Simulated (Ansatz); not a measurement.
Crystals of one structure type (rock salt) and one family of elements, relaxed and computed with the program Ansatz at the r²SCAN level (PAW).

```tsv
crystal	V (Å³/atom)	K_Hill (GPa)
BP	10.07	161
BAs	12.18	133
GaP	16.77	?
GaSb	23.64	63.3
```

### Question
Fit a straight line to ln K against ln V and predict the withheld value.

### Answer
Least squares on the 3 shown rows: ln K = -1.10 × ln V + (7.630), with a scatter of 1 %. For GaP this gives 92.6. The run itself gave 98.5, outside the scatter: the line misses something about this case.

Typed or built starts, not in the databases checked: BP, rock salt; BAs, rock salt; GaP, rock salt; GaSb, rock salt. Not the usual ambient phase: BP, rock salt; BAs, rock salt; GaP, rock salt; GaSb, rock salt. All cells were relaxed under the symmetry of their starts (and spin orders); stability against distortions was not tested throughout. Spin–orbit coupling is left out wherever it is not named.

Potentials: the earlier of the program's two PAW sets.
